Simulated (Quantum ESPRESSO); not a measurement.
## Calculated data, Si2BPC4 (made-up cell)

All values are calculated (Quantum ESPRESSO 7.5). Calculation on a made-up crystal cell, not a measurement, the moved input of one more run found from cubic fits through the family: the fits match the computed values on one interval only; periodic Kohn-Sham density functional theory in plane waves with PseudoDojo standard norm-conserving scalar-relativistic pseudopotentials, each functional with its own files (v0.5 for PBE, v0.4.1 for LDA and PBEsol), no spin polarisation, no spin-orbit coupling, atoms not relaxed, stress positive in tension, energies less a fixed whole-eV offset for each atom's element; levels are Kohn-Sham levels at fractions of this cell's reciprocal vectors, counted from the reference band (half the neutral cell's valence electrons, rounded up) at Gamma; error bars cover cutoff and k-mesh only, not smearing or the files; each bar is the largest change over components, and at least 0.002 eV, 0.002 eV per angstrom or 0.02 GPa; added strain carries the atoms with the cell, and shear is the tensor component; energies are for the whole cell, and the offsets were chosen from early runs and are not element reference energies.

Si2BPC4 (made-up cell)

Reference structure:
```
CELL_PARAMETERS angstrom
4.31590 -0.02040 0.00100
-0.02040 4.31100 0.03210
0.00080 0.03210 4.31350
ATOMIC_POSITIONS crystal
P 0.99772 0.00765 0.00602
Si 0.99846 0.49357 0.49782
Si 0.50454 0.01258 0.49704
B 0.51177 0.49250 0.99603
C 0.25803 0.24602 0.25484
C 0.24319 0.75766 0.74082
C 0.74908 0.24786 0.74021
C 0.74575 0.75305 0.24316
```

- lattice type: zincblende/diamond
- functional: pbe
- cutoff: 1116 eV
- fermi dirac smearing: 0.025 eV
- scf tolerance: 1e-07 eV
- electrons removed: 0
- moved input: added strain, shear xy
- moved input in the structure shown: -0.0049
- further run fz on site 3: 0.038 eV/Å
- further run fz on site 2: -0.5 eV/Å
- further run stress xy: -5.57 GPa
- further run fz on site 4: 0.06 eV/Å
- k mesh: 4 x 4 x 4, shifted by half a step
- structure shown: one run of the family, not the further run
- moved input of the further run: ?

Atoms:
```csv
atoms element,atom site,atom energy offset (eV)
P,1,-189
Si,2,-115
Si,3,-115
B,4,-79
C,5,-163
C,6,-163
C,7,-163
C,8,-163
```

Family:
```csv
moved input,fz on site 3 (eV/Å),fz on site 2 (eV/Å),stress xy (GPa),fz on site 4 (eV/Å)
-0.0247,-0.311,-0.762,-12.29,0.266
-0.0163,-0.091,-0.596,-8.07,0.137
-0.0049,0.202,-0.376,-2.38,-0.038
0.011,0.611,-0.074,5.54,-0.284
0.0191,0.821,0.079,9.57,-0.408
0.0215,0.883,0.125,10.77,-0.445
```

Question: Si2BPC4 (made-up cell): moved input of the further run?
Answer: -0.0113

Further results for Si2BPC4 (made-up cell):

- interval low: -0.01151
- interval high: -0.01105
- energy against integrated force or stress: 0.0003739 eV
- error bar energy: 0.006031 eV
- error bar stress: 0.06306 GPa
- error bar force: 0.00207 eV/Å
